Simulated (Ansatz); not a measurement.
A geometry of Ni away from equilibrium: step 4 of the relaxation of a randomly generated symmetric cell of Ni (space group No. 164). The numbers are results of PBEsol (plane waves to 420 eV, PAW, scalar-relativistic; Ansatz, a first-principles code), not measurements. Γ-centred k-mesh 13×13×10 on the run's cell (coarser than for final values), Fermi–Dirac smearing 0.05 eV. The plane waves were selected for a different cell earlier on the path.

```yaml
crystal:
  lattice:
    - [2.97085, 0.00000, 0.00000]
    - [-1.48543, 2.57283, 0.00000]
    - [0.00000, 0.00000, 3.15015]
  atoms:
    - { symbol: Ni, position: [0.66667, 0.33333, 0.24052] }
    - { symbol: Ni, position: [0.33333, 0.66667, 0.75948] }
```
Spin-polarised start, with parallel moments on Ni.

### Question
Give the Cartesian forces on all atoms (eV/Å).

### Answer
```csv
atom,Fx,Fy,Fz
Ni1,0.00,0.00,0.64
Ni2,0.00,0.00,-0.64
```

The path ends in P6₃/mmc (No. 194) (hcp (Mg type)). Spin state reached: ferromagnetic (net 0.63 μB/atom), from parallel starting moments; other spin orders were not run from this start.

The run could not lose the symmetry of its start; a randomly shaken copy of 4 atoms returns to this structure.

The end of the path is a generated cell of Ni: the first start was made by a random draw of sites in a space group, and the end was not matched to a known phase here, so it may be hypothetical. Known forms of Ni include space group No. 225.
